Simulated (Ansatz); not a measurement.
BeTe:
```
CELL_PARAMETERS angstrom
      0.00000     2.68533     2.68533
      2.68533     0.00000     2.68533
      2.68533     2.68533     0.00000
ATOMIC_POSITIONS crystal
  Be 0.00000 0.00000 0.00000
  Te 0.50000 0.50000 0.50000
```

Relaxed with r²SCAN. Special points in fractions of this cell's reciprocal vectors: Γ (0.000, 0.000, 0.000); X (0.500, 0.000, 0.500); U (0.625, 0.250, 0.625); K (0.375, 0.375, 0.750); L (0.500, 0.500, 0.500); W (0.500, 0.250, 0.750).

Task: List the band energies nearest the Fermi level at these points for plane-wave PAW r²SCAN (Ansatz code).

Result: In eV from the Fermi level; about four levels below and three above (degenerate sets whole), none deeper than 8.9 eV; points with the same levels are listed once.

```
k                    below                above
-  -----------------------  -------------------
Γ        -0.32 -0.32 -0.32  3.60 6.83 6.83 6.83
X  -6.30 -3.19 -3.19 -0.91       3.48 9.59 9.59
U        -5.68 -5.27 -2.50       0.71 6.31 6.69
L        -7.13 -0.35 -0.35       2.58 2.58 3.47
W        -5.11 -5.11 -4.42  3.54 3.86 7.95 7.95
```

Space group Fm-3m (rock salt). The start of the workflow was typed in or built on a structure type; neither database checked (COD, Materials Project) lists it. COD files the formula under space group No. 216, so this cell is another polymorph or a model. Its standing as an ambient phase is unchecked. Symmetry was held in the r²SCAN relaxation; its stability against distortions is not shown here. Scalar-relativistic: spin–orbit coupling is off unless named, which matters more the heavier the elements.

Potentials: the earlier of the program's two PAW sets.
